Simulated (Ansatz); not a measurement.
# What a change of settings does: Ni (bcc type)

First run: DFT, PBEsol, all-electron LAPW, scalar-relativistic (Ansatz 0.2.0).

Command: `ansatz run input.yaml --threads 1 --pin off --max-ram 3072MiB --backend cpu --events-out ev --progress --plain --runs-dir out` It took 59 s on 1 thread of Arm Neoverse V2, on a shared host, peak memory 0.52 GiB.

```yaml
crystal:
  lattice:
    - [-1.3305573911, 1.3305573911, 1.3305573911]
    - [1.3305573911, -1.3305573911, 1.3305573911]
    - [1.3305573911, 1.3305573911, -1.3305573911]
  atoms:
    - { symbol: Ni, position: [0.0, 0.0, 0.0], spin: 1.0 }
magnetization:
  spin_polarized: true
kpoints:
  mp_grid: { grid: [21, 21, 21] }
scf:
  occupations: { method: fermi_dirac, width: 0.08 }
hamiltonian:
  xc: pbesol
  pseudopotentials: { kind: all_electron, lapw: { basis_error: 0.001 } }
output:
  forces: true
  stress: true
  eigenvalues: true
  populations: true
```

The cell comes from a relaxation on PAW files under the same functional, begun from a prototype that needn't be the stable phase.

This run: volume at 0.9 of the series' base cell.

It converges in 13 SCF iterations at a pressure of 28.7 GPa, cell moment 0.11 μB.

The input is then changed:

```diff
   occupations: { method: fermi_dirac, width: 0.08 }
+  mixing: { preconditioner: local_kerker }
 hamiltonian:
   populations: true
+basis:
+  xc_grid: 1
```

Problem. What does the second run give?

Solution. It converges in 13 SCF iterations at a pressure of 28.7 GPa, cell moment 0.11 μB, free energy 0.0 meV/atom against the first run's. Results part of its log:
```
SCF 1 converged in 13 iterations: F = -41347.949087 eV  dr2 = 2.78e-12
SCF converged after 13 iterations
Magnetization: 0.1110 μB (9.0555 up, 8.9445 down)
Absolute magnetization: 0.1208 μB (∫|ρ↑−ρ↓|)
Spin contamination: 0.0004 ħ² per cell (⟨S²⟩ above its minimum at these occupations)
Per-site moments (μB) at R_I (Å): [(0.11475097550363955, 1.152296484715187)]
Free energy (F): -41347.949087 eV
Harris-Foulkes:  -41347.949087 eV  (|F-HF|=3.64e-11)
Internal energy: -41347.913745 eV  (E = F + TS)
E sigma→0 (E₀):  -41347.931416 eV
Entropy (-TS):   -0.035342 eV (-35.342 meV/atom)
Fermi energy:    21.470680 eV
--- Per-component energies (eV) ---
  E_band       = -225.167134
  E_kinetic    = 42010.494298
  E_xc         = -1696.689709
  E_electrostatic = -81661.718334  (all electrons and nuclei)
  E_smearing   = -0.035342  (= −TS)
  E_closure    = 0.000000  (closes the sum)
  E_atoms      = -41340.345444  (free atoms, spherical and without spin; not in F)
  Σ components = -41347.949087   (vs F -41347.949087, Δ=0.00e0)
  Basis errors (estimates in eV, not in F): energy 2.7e-4 per atom: plane waves 2.4e-4 (1.3e-4 summed), levels above the bands 3.0e-127, relativity 1.0e-8, radial functions 3.0e-5, core shells 2.3e-9; eigenvalues (radial functions only) 4.1e-5; not estimated: angular momenta, meshes, grids; target (lapw.basis_error) 1.0e-3; muffin-tin radii Ni 1.152 Å
--- Forces (eV/Å), atoms counted from 1 ---
  atom   1  Ni     0.00000000    -0.00000000    -0.00000000
  max |Σ_I F_I| component: 4.11e-31 eV/Å
--- Stress (GPa, compression-positive) ---
       28.717725      -0.000000       0.000000
       -0.000000      28.717725      -0.000000
        0.000000      -0.000000      28.717725
  P = ⅓ Tr σ = 28.7177 GPa (287.177 kbar)
--- Band table (eV; the first three rows and the last of 572) ---
  k-point 0 ↑: bands = ["-81.5677", "-41.8875", "-41.8875", "-41.8875", "11.4537", "19.0440", "19.0440", "19.0440", "20.7303", "20.7303", "49.1022", "49.1022", "49.1022", "54.9641"]
  k-point 1 ↑: bands = ["-81.5661", "-41.8962", "-41.8904", "-41.8875", "11.5588", "19.0158", "19.0414", "19.0977", "20.7006", "20.7324", "48.3721", "48.9565", "49.0129", "54.4248"]
  k-point 2 ↑: bands = ["-81.5615", "-41.9215", "-41.8989", "-41.8874", "11.8701", "18.9342", "19.0285", "19.2561", "20.6241", "20.7392", "46.6039", "48.4406", "48.7812", "53.5579"]
  k-point 285 ↓: bands = ["-81.2993", "-42.0278", "-42.0264", "-42.0264", "16.5734", "16.5767", "21.7241", "21.7241", "21.7544", "31.6995", "32.1945", "32.1945", "38.6307", "38.9229"]
--- Löwdin populations: 1 site ---
  site symbol       q [e]    m [muB]
     0     Ni     27.7772     0.1148
  spilling = 0.007956 (of n_electrons = 28.000000)
```
